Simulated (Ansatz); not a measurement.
Mo2N:
```xyz
3
Lattice="1.4396 0.8312 4.9951 -1.4396 0.8312 4.9951 0.0000 -1.6623 4.9951" Properties=species:S:1:pos:R:3 pbc="T T T"
Mo     0.0000     0.0000     3.6391
Mo     0.0000     0.0000    11.3461
N      0.0000     0.0000     0.0000
```

Relaxed with r²SCAN. Special points in fractions of this cell's reciprocal vectors: Γ (0.000, 0.000, 0.000); T (0.500, 0.500, 0.500); H2 (0.815, 0.185, 0.500); H0 (0.500, -0.185, 0.185); L (0.500, 0.000, 0.000); S0 (0.343, -0.343, 0.000); S2 (0.657, 0.000, 0.343); F (0.500, 0.000, 0.500).

### Question
List the band energies nearest the Fermi level at these points for plane-wave PAW r²SCAN (Ansatz code).

### Answer
In eV from the Fermi level; about four levels below and three above (degenerate sets whole), none deeper than 8.9 eV; points with the same levels are listed once.

```tsv
k	below	above
Γ	-1.85 -1.50 -1.50 -0.52	0.63 0.63 0.98 0.98
T	-1.46 -1.46 -0.42 -0.42	0.26 1.32 1.32
H2	-3.27 -2.85 -2.32 -0.49	0.46 2.20 2.22
L	-3.22 -1.36 -1.19 -0.37	2.89 3.04 3.11
S0	-3.37 -2.70 -2.41 -0.55	0.47 2.17 2.19
F	-5.80 -5.05 -2.96 -1.00	0.13 1.65 2.31
```

Space group R-3m. The workflow started from a Materials Project entry (that database holds measured and hypothetical structures alike); the Crystallography Open Database copy checked does not list it. COD files the formula under space group No. 141. Whether it is the stable phase at ambient conditions was not checked. The r²SCAN relaxation kept the symmetry of its start; whether a distortion lowers the energy is not shown. No spin polarisation was allowed. With an odd number of electrons in the cell and no spin polarisation, the count alone makes it a metal. Spin–orbit coupling is left out wherever it is not named.

Potentials: the later of the program's two PAW sets.
